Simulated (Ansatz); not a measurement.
BaTiAs2O8:
```
BaTiAs2O8
1.0
    4.18685     2.72199     0.00000
   -4.18685     2.72199     0.00000
   -0.60558     0.00000     7.79658
Ba Ti As O
1 1 2 8
Direct
  0.00000   0.00000   0.50000
  0.00000   0.00000   0.00000
  0.37023   0.62977   0.20524
  0.62977   0.37023   0.79476
  0.31181   0.68819   0.40318
  0.68819   0.31181   0.59682
  0.73896   0.76561   0.18252
  0.26104   0.23439   0.81748
  0.76561   0.73896   0.81748
  0.23439   0.26104   0.18252
  0.22605   0.77395   0.04328
  0.77395   0.22605   0.95672
```

Relaxed with r²SCAN. Special points in fractions of this cell's reciprocal vectors: Γ (0.000, 0.000, 0.000); C (0.356, 0.356, 0.000); C2 (-0.356, 0.644, 0.000); Y2 (-0.500, 0.500, 0.000); M2 (-0.500, 0.500, 0.500); D (-0.347, 0.653, 0.500); D2 (0.347, 0.347, 0.500); A (0.000, 0.000, 0.500); L2 (0.000, 0.500, 0.500); V2 (0.000, 0.500, 0.000).

Q: List the band energies nearest the valence-band maximum at these points for plane-wave PAW r²SCAN (Ansatz code).

A: In eV from the valence-band maximum; about four levels below and three above (degenerate sets whole), none deeper than 8.9 eV; points with the same levels are listed once.

```json
[
 {"k": "Γ", "below": "-0.34 -0.33 -0.17 -0.07", "above": "3.32 3.72 3.89"},
 {"k": "C", "below": "-0.75 -0.65 -0.26 -0.19", "above": "3.38 3.72 3.97"},
 {"k": "Y2", "below": "-0.67 -0.60 -0.20 0.00", "above": "3.06 3.53 4.10"},
 {"k": "M2", "below": "-0.56 -0.40 -0.27 -0.21", "above": "3.04 3.52 4.10"},
 {"k": "D", "below": "-0.60 -0.45 -0.42 -0.35", "above": "3.40 3.79 3.98"},
 {"k": "A", "below": "-0.62 -0.44 -0.10 -0.05", "above": "3.34 3.72 3.92"},
 {"k": "L2", "below": "-0.61 -0.53 -0.47 -0.39", "above": "3.63 3.81 3.91"},
 {"k": "V2", "below": "-0.57 -0.52 -0.51 -0.34", "above": "3.62 3.78 3.83"}
]
```

Space group C2/m. The first step of the workflow began from a Materials Project structure, measured or hypothetical; the Crystallography Open Database copy checked does not list it. Its standing as an ambient phase is unchecked. Symmetry was held in the r²SCAN relaxation; whether a distortion lowers the energy is not shown. The run is not spin-polarised. Scalar-relativistic: spin–orbit coupling is off unless named, which matters more the heavier the elements.

Potentials: the later of the program's two PAW sets.
